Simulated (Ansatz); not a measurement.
A relaxed structure of PbS. Space group Fm-3m (No. 225), rock salt type. Computed with PBE (plane waves to 420 eV, PAW, scalar-relativistic; Ansatz, an electronic-structure program).

Space group Fm-3m (No. 225); a = b = c = 6.0083 Å, α = β = γ = 90.00°

```
atom  site  symmetry       x       y       z
----  ----  --------  ------  ------  ------
Pb      4b      m-3m  0.5000  0.5000  0.5000
S       4a      m-3m  0.0000  0.0000  0.0000
```
(The calculation used a cell of 2 atoms; values per cell refer to that cell.)

For PbS, the volume per atom is 27.11 Å³ and the band gap is 0.50 eV, direct at L (no spin-orbit coupling). The shortest distances is Pb–S 3.00 Å and the k-mesh is 10×10×10.

Band energies at high-symmetry points (eV from the VBM; labels of this space group; no spin-orbit coupling), from −5 eV up to 1.8 eV:

```json
[
 {"point": "Γ", "energies": "-1.94 -1.94 -1.94"},
 {"point": "X", "energies": "-4.83 -3.15 -3.15"},
 {"point": "U", "energies": "-4.43 -2.68 -2.29"},
 {"point": "K", "energies": "-4.43 -2.68 -2.29"},
 {"point": "L", "energies": "-1.58 -1.58 0.00 0.50"},
 {"point": "W", "energies": "-4.09 -4.09 -0.91"}
]
```

No spin polarisation in the result. Without spin-orbit coupling the bands of the heavy element are not split, so the gap can be far off.

It was reached from a disturbed copy of a I4₁/amd (No. 141) cell (AFLOW prototype AB_tI8_141_a_b ("40", as in NbP)), against which it lies -0.34 eV/atom.
